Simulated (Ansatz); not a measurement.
The calculation used DFT PBE, scalar-relativistic, plane waves, PAW, and for the lanthanide a 4f-in-core norm-conserving potential (Ansatz 0.2.0). Settings: cutoff 690 eV, Γ-centred meshes spaced at most about 0.3 Å⁻¹, and about 0.25 Å⁻¹ or finer for metals (2π included), Gaussian smearing. No spin polarisation in the final relaxations.

Temperature and zero-point effects are left out. All come from trial cells, and lower structures may exist.

Problem. Order these relaxed structures of Ho2As by energy, lowest first, with the energy over the lowest of them.
A.

```
CELL_PARAMETERS angstrom
0.00000 3.51623 3.51623
3.51623 0.00000 3.51623
3.51623 3.51623 0.00000
ATOMIC_POSITIONS crystal
Ho 0.75000 0.75000 0.75000
Ho 0.50000 0.50000 0.50000
As 0.00000 0.00000 0.00000
```

B.

```
CELL_PARAMETERS angstrom
5.17339 0.00000 0.00000
-2.58669 4.48028 0.00000
0.00000 0.00000 3.12462
ATOMIC_POSITIONS crystal
Ho 0.33333 0.66667 0.50000
Ho 0.66667 0.33333 0.50000
As 0.00000 0.00000 0.00000
```

C.

```
CELL_PARAMETERS angstrom
4.64988 0.00000 0.00000
0.00000 4.64988 0.00000
0.00000 0.00000 3.73273
ATOMIC_POSITIONS crystal
Ho 0.50000 0.00000 0.50000
Ho 0.00000 0.50000 0.50000
As 0.00000 0.00000 0.00000
```

D.

```
CELL_PARAMETERS angstrom
0.00000 3.37978 3.37978
3.37978 0.00000 3.37978
3.37978 3.37978 0.00000
ATOMIC_POSITIONS crystal
Ho 0.75000 0.75000 0.75000
Ho 0.25000 0.25000 0.25000
As 0.00000 0.00000 0.00000
```

Solution. D (0 meV/atom), C (53 meV/atom), B (814 meV/atom), A (963 meV/atom). Forms: D anti-fluorite type, Fm-3m; C P4/mmm; B P6/mmm; A F-43m. Counting As atoms around Ho (those within 1.25 times the shortest such distance or 1.15 times the sum of covalent radii, 1.27 where that leaves under three; a slash parts the counts of unlike sites): D has Ho 4; C has Ho 4; B has Ho 6; A has Ho 4/6.

In Fm-3m, P4/mmm, P6/mmm, F-43m an odd number of valence electrons (the lanthanide is held trivalent, its 4f shell in the core) allows no gap without spin; another valence of the lanthanide, a larger cell or a magnetic state could open one. Cells relaxed within their symmetry can be saddle points. Some structure types and database cells were kept out of the candidates from the start, so a known form may be missing.

The lanthanide is trivalent by construction, without f bands, f moments or other valences.
